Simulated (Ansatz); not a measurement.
A relaxation computed with Ansatz, from input to last step.

```yaml
crystal:
  lattice:
    - [2.9025483332, 0.0, 0.0]
    - [-1.4512741666, 2.5136805923, 0.0]
    - [0.0, 0.0, 5.8665895216]
  atoms:
    - { symbol: Cd, position: [0.3333333333, 0.6666666667, 0.25] }
    - { symbol: Cd, position: [0.6666666667, 0.3333333333, 0.75] }
basis:
  ecutwfc: 500
kpoints:
  mp_grid: { grid: [24, 24, 10] }
hamiltonian:
  xc: r2scan
scf:
  occupations: { method: gaussian, width: 0.1 }
output:
  forces: true
  stress: true
  eigenvalues: true
  write_density: true
  write_potential: true
  elf: true
  volumetric_format: npy
relax:
  adjacent_minimum: "off"
  f_tol: 0.008
  max_steps: 40
  cell: { stress_tol: 0.015, fix: [a, b, gamma] }
```

```bash
ansatz run input.yaml --threads 1 --pin off --max-ram 2560MiB --backend cpu --events-out ev --progress --plain --runs-dir out
```

Method: DFT r2SCAN, scalar-relativistic, plane waves, PAW in Ansatz 0.2.0.

Of 5 frames 5 are shown, positions in Å and forces in eV/Å; the SCF threshold varies from step to step. Steps run on the plane waves of an earlier cell, with a Pulay correction in the pressure. The basis is chosen afresh for the last frame, the zero of the energies, and at times for earlier ones too; energy and pressure can step there, also at an unchanged geometry. Where two frames share a geometry here, they differ by under 2 meV/atom and 0.3 GPa.

```xyz
2
Lattice="2.9025 0.0000 0.0000 -1.4513 2.5137 0.0000 0.0000 0.0000 5.8666" Properties=species:S:1:pos:R:3:forces:R:3 pbc="T T T" step=1 free_energy_over_end_meV_per_atom=0.27 pressure_GPa=2.73
Cd    0.0000    1.6758    1.4666    0.0000    0.0000    0.0000
Cd    1.4513    0.8379    4.3999    0.0000    0.0000    0.0000
2
Lattice="2.9025 0.0000 0.0000 -1.4513 2.5137 0.0000 0.0000 0.0000 5.9025" Properties=species:S:1:pos:R:3:forces:R:3 pbc="T T T" step=2 free_energy_over_end_meV_per_atom=0.12 pressure_GPa=2.49
Cd    0.0000    1.6758    1.4756    0.0000    0.0000    0.0000
Cd    1.4513    0.8379    4.4269    0.0000    0.0000    0.0000
2
Lattice="2.9025 0.0000 0.0000 -1.4513 2.5137 0.0000 0.0000 0.0000 5.9192" Properties=species:S:1:pos:R:3:forces:R:3 pbc="T T T" step=3 free_energy_over_end_meV_per_atom=0.12 pressure_GPa=2.38
Cd    0.0000    1.6758    1.4798    0.0000    0.0000    0.0000
Cd    1.4513    0.8379    4.4394    0.0000    0.0000    0.0000
2
Lattice="2.9025 0.0000 0.0000 -1.4513 2.5137 0.0000 0.0000 0.0000 5.9240" Properties=species:S:1:pos:R:3:forces:R:3 pbc="T T T" step=4 free_energy_over_end_meV_per_atom=0.13 pressure_GPa=2.34
Cd    0.0000    1.6758    1.4810    0.0000    0.0000    0.0000
Cd    1.4513    0.8379    4.4430    0.0000    0.0000    0.0000
2
Lattice="2.9025 0.0000 0.0000 -1.4513 2.5137 0.0000 0.0000 0.0000 5.9240" Properties=species:S:1:pos:R:3:forces:R:3 pbc="T T T" step=5 free_energy_over_end_meV_per_atom=0.00 pressure_GPa=2.35
Cd    0.0000    1.6758    1.4810    0.0000    0.0000    0.0000
Cd    1.4513    0.8379    4.4430    0.0000    0.0000    0.0000
```

It took 2.8 min on 1 thread of Arm Neoverse V2, with other jobs on the host, peak memory 0.72 GiB.